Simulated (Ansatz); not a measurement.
Relaxed-ion elastic tensor of CdGeAs₂ (chalcopyrite, I-42d) in GPa (Voigt order), r²SCAN (plane waves, PAW; program Ansatz); density 5.50 g/cm³, 25.26 Å³ per atom.

```
      1     2     3     4     5     6
-  ----  ----  ----  ----  ----  ----
1  92.6  46.3  48.6   0.0   0.0   0.0
2  46.3  92.6  48.6   0.0   0.0   0.0
3  48.6  48.6  81.6   0.0   0.0   0.0
4   0.0   0.0   0.0  42.3   0.0   0.0
5   0.0   0.0   0.0   0.0  42.3   0.0
6   0.0   0.0   0.0   0.0   0.0  39.4
```

Question: Is the crystal mechanically stable?

Answer: Yes: the smallest eigenvalue of C is 35.7 GPa.

Question: Work out the Voigt, Reuss and Hill averages.

Answer: K_V = 61.5, K_R = 61.4, K_H = 61.5; G_V = 33.0, G_R = 29.1, G_H = 31.1 GPa.

Question: Give Young's modulus, Poisson's ratio, Pugh's ratio and the universal anisotropy index.

Answer: E = 9KG/(3K + G) = 79.8 GPa; ν = 0.28; K/G = 1.98 (ductile by the Pugh limit of 1.75); A_U = 5G_V/G_R + K_V/K_R − 6 = 0.68.

Question: Estimate the sound speeds and the Debye temperature.

Answer: v_l = √((K + 4G/3)/ρ) = 4320 m/s, v_t = √(G/ρ) = 2380 m/s, mean 2650 m/s; Θ = (h/k)(3n/4πV)^(1/3) v_m = 269 K.

Question: Solve the Christoffel equation for the three sound speeds along x, y, z.

Answer: Eigenvalues of C_ijkl n_j n_l equal ρv². In km/s, slowest first: x 2.67, 2.77, 4.10; y 2.67, 2.77, 4.10; z 2.77, 2.77, 3.85.

Question: How much does each axis shrink under pressure?

Answer: Linear compressibilities β_i = Σ_j S_ij (j = 1 to 3): x 5.0, y 5.0, z 6.3 per TPa.

Symmetry was held in the r²SCAN relaxation.

Potentials: the later of the program's two PAW sets.
